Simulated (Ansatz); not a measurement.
## CrO₂

Computed with Ansatz (plane waves, PAW, 500 eV cutoff): r²SCAN, scalar-relativistic, collinear spin, Γ-centred 6×6×10 mesh, 0.05 eV Gaussian smearing; PAW files: Ansatz's generated set soft_2.

Space group P4_2/mnm (No. 136). a = 4.403 Å, b = 4.403 Å, c = 2.913 Å, α = 90.00°, β = 90.00°, γ = 90.00°
| atom | site | symmetry | x | y | z |
| --- | --- | --- | --- | --- | --- |
| Cr | 2a | m.mm | 0.0000 | 0.0000 | 0.0000 |
| O | 4f | m.2m | 0.3027 | 0.3027 | 0.0000 |

The chain of runs began from a cell as deposited in COD, expanded in volume.

Magnetic state: ferromagnetic, site spin moments Cr 1.83; O -0.11 μB.

Question: Which orbitals carry the states at the Fermi level, and how many states are there?

Answer: Within 0.1 eV of it: Cr 3d 53 %, O 2p 46 % (shares among the projected shells). The density of states at the Fermi level is about 0.83 states/eV per cell, averaged over 0.3 eV.

Density of states (tetrahedra, averaged over 0.3 eV; states/eV per cell of 6 atoms; energy in eV from the Fermi level; projections on Löwdin-orthogonalised atomic orbitals, summed over sites):

```csv
E,total,O 2p,Cr 3d up,Cr 3d down,O 2s,Cr 4s
-6.70,3.25,2.20,0.74,0.18,0.02,0.08
-6.40,4.74,3.36,0.83,0.38,0.02,0.09
-6.10,5.81,4.21,0.84,0.60,0.02,0.08
-5.80,5.58,3.97,0.81,0.67,0.02,0.05
-5.50,3.88,2.61,0.71,0.48,0.02,0.04
-5.20,4.00,2.73,0.63,0.53,0.04,0.04
-4.90,3.94,2.80,0.47,0.55,0.05,0.04
-4.60,3.72,2.77,0.46,0.35,0.06,0.04
-4.30,4.13,3.18,0.46,0.34,0.06,0.04
-4.00,5.58,4.46,0.63,0.28,0.07,0.04
-3.70,5.33,4.23,0.66,0.27,0.06,0.02
-3.40,4.77,3.63,0.78,0.23,0.04,0.02
-3.10,4.36,3.30,0.75,0.22,0.03,0.02
-2.80,4.55,3.56,0.59,0.31,0.02,0.01
-2.50,3.56,2.78,0.53,0.19,0.02,0.01
-2.20,3.96,3.22,0.51,0.16,0.02,0.01
-1.90,3.91,3.25,0.50,0.09,0.02,0.01
-1.60,2.42,1.65,0.71,0.02,0.01,0.01
-1.30,2.02,0.76,1.21,0.00,0.01,0.02
-1.00,5.25,1.59,3.49,0.00,0.03,0.06
-0.70,3.42,1.42,1.90,0.00,0.01,0.02
-0.40,2.35,0.95,1.32,0.00,0.01,0.01
-0.10,0.93,0.42,0.49,0.00,0.00,0.01
0.20,1.06,0.49,0.53,0.00,0.00,0.01
0.50,2.26,1.05,1.12,0.00,0.00,0.02
0.80,2.66,1.23,1.30,0.00,0.00,0.02
1.10,0.52,0.23,0.25,0.00,0.00,0.00
1.40,0.02,0.00,0.00,0.02,0.00,0.00
1.70,1.66,0.07,0.02,1.55,0.01,0.00
2.00,2.24,0.15,0.07,1.95,0.03,0.01
2.30,4.49,0.40,0.76,3.05,0.18,0.02
2.60,4.19,0.57,0.82,2.52,0.17,0.03
2.90,5.55,0.87,0.73,3.66,0.15,0.04
3.20,6.12,1.10,0.89,3.78,0.16,0.04
3.50,1.86,0.49,0.59,0.62,0.09,0.00
3.80,2.93,0.69,0.87,1.05,0.22,0.00
4.10,3.86,1.17,1.32,1.07,0.19,0.00
```

The run wasn't fully tested for a lower electronic state. Site moments are of spin, integrated over atomic spheres. Compounds of this kind are often insulators, Mott or charge-transfer ones with an open 3d shell, so the metal found may come from the functional, which lacks a U or exact exchange, or from the structure.
